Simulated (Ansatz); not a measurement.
GaSb in space group I-4m2 (No. 119; Ga on 2d, Sb on 2a) at seven volumes, r²SCAN (plane waves, PAW; program Ansatz), shape and atoms relaxed at each. One row is withheld.

```tsv
V (Å³/atom)	P (GPa)
21.353	6.82
22.057	4.12
22.761	?
23.465	0.00
24.169	-1.57
24.873	-2.88
25.577	-3.99
```

Task: Fit the shown pressures and predict the withheld one.

Result: Third-order Birch–Murnaghan: P = (3/2)B₀(x^(7/2) − x^(5/2))[1 + (3/4)(B′ − 4)(x − 1)] with x = (V₀/V)^(2/3). Least squares on the six rows gives V₀ = 23.465 Å³/atom, B₀ = 57.20 GPa, B′ = 4.95. At V = 22.761, x = 1.0205 and P = 1.88 GPa. The run itself gave 1.88 GPa.

The workflow started from a Materials Project entry (that database holds measured and hypothetical structures alike); the Crystallography Open Database copy checked does not list it. It is not the phase usual at ambient conditions (space group No. 216). Symmetry was held in the r²SCAN relaxation; its stability against distortions is not shown here. Scalar-relativistic: spin–orbit coupling is off unless named, which matters more the heavier the elements.

Potentials: the later of the program's two PAW sets.
